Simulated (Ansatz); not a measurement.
GaSb (zinc blende)

```
GaSb
1.0
    0.00000     3.06677     3.06677
    3.06677     0.00000     3.06677
    3.06677     3.06677     0.00000
Sb Ga
1 1
Direct
  0.75000   0.75000   0.75000
  0.00000   0.00000   0.00000
```

The slice is a {110} plane (indices of the conventional cell) through the point (0.750, 0.750, 0.750) (fractional), spanned by u = [100] and v = [1 -1 -1] in vectors of this cell: u (4.34 Å) and v (6.13 Å, at 90° to u). It covers one period; positions are fractions (u, v).

Method: r2SCAN (plane waves to 500 eV, PAW, scalar-relativistic; Ansatz, a quantum-chemistry and plane-wave program). k mesh 13×13×13. Inside the PAW spheres the values are not all-electron values, and peaks at nuclei hang on which shells count as valence. GaSb was relaxed with its symmetry unable to fall. Spin-orbit coupling is left out, though Sb is heavy. The PAW data are Ansatz's earlier set.

What is the ELF at the density minimum of the shortest Sb–Ga line in this plane (2.66 Å)?

0.7.

The ELF has a maximum in the middle third of the Sb–Ga line. Where, and how high?

0.72, 1.3 Å from Sb.

What is the valence density on the shortest Sb–Ga line in this plane (2.66 Å), at its minimum between the atoms?

0.41 e/Å³.

Predict the map of the electrostatic potential energy of an electron, from the cell's mean on the slice.


```
v \ u  0.00   0.15   0.30  0.45  0.60   0.75  0.90
-----  ----  -----  -----  ----  ----  -----  ----
0.86      x  <-3.0  <-3.0     x     x   -1.3     x
0.71    4.4    3.5      x     x     x   -2.5   4.1
0.57    5.5    5.1    2.7  -2.0  -0.4    3.8   5.3
0.43    5.5    5.5    5.4   5.1   5.1    5.5   5.5
0.29    4.4    4.8    5.4   5.5   5.5    5.2   4.6
0.14      x  <-3.0    3.1   5.3   5.0    1.0     x
0.00      x      x   -0.6   3.7   3.4  <-3.0     x
```

Values: electrostatic potential energy of an electron, from the cell's mean, in eV. Points within 1 Å of a nucleus are blanked (x), as the pseudised field means little there. Values under -3 eV are set to -3. The zero, the cell's mean, hangs on the PAW cores.
